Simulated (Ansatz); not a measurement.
One starting cell of Cr (a generated cell, Cr built in the bcc structure type) was relaxed twice with Ansatz (plane waves, PAW, scalar-relativistic): with r2SCAN at 500 eV and with PBE at 420 eV. The r2SCAN result:

Cr is taken in the cubic space group Im-3m (No. 229), the bcc (W type) structure, Pearson symbol cI2. Cell: a = b = c = 2.831 Å, α = β = γ = 90.00°. Cr on 2a is coordinated by 8 Cr at 2.452 Å and 6 Cr at 2.831 Å. (Neighbours: up to the widest gap in distance over summed covalent radii, below 1.35, at either atom.)
(The calculation used a cell of 1 atom; values per cell refer to that cell.)

```json
[
 {"quantity": "space group", "r2SCAN": "Im-3m", "PBE": "Im-3m"},
 {"quantity": "volume (Å³/atom)", "r2SCAN": "11.34", "PBE": "?"},
 {"quantity": "a (Å)", "r2SCAN": "2.831", "PBE": "?"},
 {"quantity": "gap (eV, no spin-orbit coupling)", "r2SCAN": "0.00", "PBE": "?"},
 {"quantity": "pressure at 150 % of the level's own volume (GPa)", "r2SCAN": "-46.6", "PBE": "?"}
]
```

### Question
What does PBE give for the same quantities?

### Answer

- volume (Å³/atom), PBE: 11.55
- a (Å), PBE: 2.848
- gap (eV, no spin-orbit coupling), PBE: 0.00
- pressure at 150 % of the level's own volume (GPa), PBE: -43.0

Both levels end in the same structure; PBE's volume is 1.8 % larger. Neither column is exact.

No spin polarisation in the result. A magnetic state may lie lower.

Measured for Cr: a 2.877 Å (static lattice; corrected from measurement; as listed in H. Levämäki et al., Physical Review B (2014)). Computed minus measured — a: r2SCAN -1.6 %, PBE -1.0 %. The computed values are for a static lattice.

The run could not lose the symmetry of its start.

Ansatz is an electronic-structure program.
